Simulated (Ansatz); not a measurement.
Energy over volume and axial ratio for GaN (zinc blende)

GaN (zinc blende)

Space group F-43m (No. 216); a = b = c = 4.5485 Å, α = β = γ = 90.00°

| atom | site | symmetry | x | y | z |
|---|---|---|---|---|---|
| N | 4c | -43m | 0.2500 | 0.2500 | 0.2500 |
| Ga | 4a | -43m | 0.0000 | 0.0000 | 0.0000 |
(The calculation used a cell of 2 atoms; values per cell refer to that cell.)

The relaxed cell is deformed in two ways at once: its volume V is scaled, and at that volume it is stretched along z (the c axis of the conventional cell) so that c/a changes. Fractional atomic positions are held.

Method: PBE (plane waves to 420 eV, PAW, scalar-relativistic; Ansatz, a program for electronic structure). k mesh 12×12×12 (Γ-centred), Fermi-Dirac smearing 0.05 eV. The energy includes the smearing's −TS. Compression counts positive. GaN was relaxed with its symmetry unable to fall. ΔE is measured from the relaxed starting cell.

ΔE (eV/atom), with V/V₀ across and (c/a)/(c/a)₀ down:

```csv
(c/a)/(c/a)₀ \ V/V₀,0.960,0.980,1.000,1.020,1.040
0.960,0.0153,0.0072,0.0047,0.0073,0.0144
0.980,0.0120,0.0038,0.0012,0.0037,0.0107
1.000,0.0109,0.0027,0.0000,0.0024,0.0094
1.020,0.0120,0.0038,0.0012,0.0037,0.0107
1.040,0.0155,0.0074,0.0049,0.0075,0.0145
```

P (GPa), with V/V₀ across and (c/a)/(c/a)₀ down:

| (c/a)/(c/a)₀ \ V/V₀ | 0.960 | 0.980 | 1.000 | 1.020 | 1.040 |
|---|---|---|---|---|---|
| 0.960 | 7.6 | 3.5 | -0.1 | -3.4 | -6.3 |
| 0.980 | 7.7 | 3.6 | 0.0 | -3.3 | -6.2 |
| 1.000 | 7.7 | 3.6 | 0.0 | -3.3 | -6.2 |
| 1.020 | 7.7 | 3.6 | 0.0 | -3.3 | -6.2 |
| 1.040 | 7.6 | 3.5 | -0.1 | -3.3 | -6.3 |

What the scan shows:

| Quantity | Value |
|---|---|
| Shear modulus C′ = (C11 − C12)/2 (fit, atoms clamped) | 61 GPa |
| Lowest place on the grid | V/V₀ = 1.000, (c/a)/(c/a)₀ = 1.000 (0.0 meV/atom) |
| Highest place on the grid | V/V₀ = 0.960, (c/a)/(c/a)₀ = 1.040 (15.5 meV/atom) |

(Under strain, the slope of the energy per volume gives the stress and its curvature an elastic modulus.)
